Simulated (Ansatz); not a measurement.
LaAg, DFT, PBEsol, PAW with Ansatz's default frozen-core files, scalar-relativistic (Ansatz 0.2.0), run on 1 thread of Intel(R) Xeon(R) 6975P-C (Granite Rapids) on a shared host.

The cell is COD entry 9008798, as deposited and not checked against the literature; nothing was relaxed. The listed cell was then made from it by scaling, straining or moving an atom.

Command: `ansatz run input.yaml --threads 1 --pin off --max-ram 3072MiB --backend cpu --events-out ev --progress --plain --runs-dir out`

```yaml
crystal:
  lattice:
    - [3.76, 0.0, 0.0]
    - [0.0, 3.76, 0.0]
    - [0.0, 0.0, 3.7224]
  atoms:
    - { symbol: La, position: [0.5, 0.5, 0.5] }
    - { symbol: Ag, position: [0.0, 0.0, 0.0] }
kpoints:
  mp_grid: { grid: [9, 9, 9] }
scf:
  occupations: { method: fermi_dirac, width: 0.08 }
hamiltonian:
  xc: pbesol
  pseudopotentials: { kind: paw }
output:
  forces: true
  stress: true
  eigenvalues: true
  efg: { contact_densities: true }
```

Task: How large is the problem that the program sets up?

Result: 75 irreducible k-points, 1021 plane waves at Γ, 19 bands.

Task: About how long does it take, and how much memory does it use?

Result: 3.9 s of wall time for 6 SCF iterations, with a peak of 0.47 GiB. Times on shared machines scatter by tens of per cent.

Task: And the same cell and mesh by crystal-made all-electron datasets, asked for forces, stress, eigenvalues, efg, on the same hardware?

Result: 9.3 s, peak memory 0.61 GiB.
